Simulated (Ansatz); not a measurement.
MgS:
```cif
data_Mg4S4
_chemical_formula_sum 'Mg4 S4'
_space_group_name_H-M_alt 'Fm-3m'
_space_group_IT_number 225
_space_group_name_Hall '-F 4 2 3'
_cell_length_a 5.18192
_cell_length_b 5.18192
_cell_length_c 5.18192
_cell_angle_alpha 90.000
_cell_angle_beta 90.000
_cell_angle_gamma 90.000
loop_
_atom_site_label
_atom_site_type_symbol
_atom_site_symmetry_multiplicity
_atom_site_Wyckoff_symbol
_atom_site_fract_x
_atom_site_fract_y
_atom_site_fract_z
_atom_site_occupancy
Mg1 Mg 4 b 0.50000 0.50000 0.50000 1
S1 S 4 a 0.00000 0.00000 0.00000 1
```
(The calculation used a cell of 2 atoms; values per cell refer to that cell.)

Relaxed with PBEsol.

Problem. Give the optical modes at the zone centre with their infrared and Raman activity from DFPT, plane-wave PAW PBEsol (Ansatz code).

Solution. Transverse frequencies, without the LO–TO term; a row sums one degenerate level.

```json
[
 {"ω (cm⁻¹)": "243", "degeneracy": "3", "IR ((D/Å)²/amu)": "26.73", "Raman (Å⁴/amu)": "0", "activity": "IR", "symmetry": "T1u"}
]
```

Problem. How high does the top mode go among those that the LO–TO term moves?

Solution. 397 cm⁻¹ for q along x.

The cell was relaxed with PBEsol under the symmetry of its start; phonons on a q-mesh show no instability.

Potentials: the later of the program's two PAW sets.
